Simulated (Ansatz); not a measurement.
Polymorphs of Ca, each relaxed with the program Ansatz at the r²SCAN level (PAW):

A: simple cubic (Pm-3m)
a = b = c = 3.4931 Å, α = β = γ = 90.00°

```csv
atom,site,symmetry,x,y,z
Ca,1a,m-3m,0.0000,0.0000,0.0000
```

B: fcc (Cu type) (Fm-3m)
a = b = c = 5.567 Å, α = β = γ = 90.00°

```csv
atom,site,symmetry,x,y,z
Ca,4a,m-3m,0.0000,0.0000,0.0000
```

Rank these by energy per atom at 0 K (lowest first), as r²SCAN gives it.

B (+0 meV/atom), A (+402 meV/atom)

Not the usual ambient phase: A. Unstable at this level: A. All cells were relaxed under the symmetry of their starts (and spin orders); stability against distortions was not tested throughout.

Energies hold the estimated change up to a 700 eV cutoff; steps of a few meV lie near the error of the meshes.

Potentials: the earlier of the program's two PAW sets.
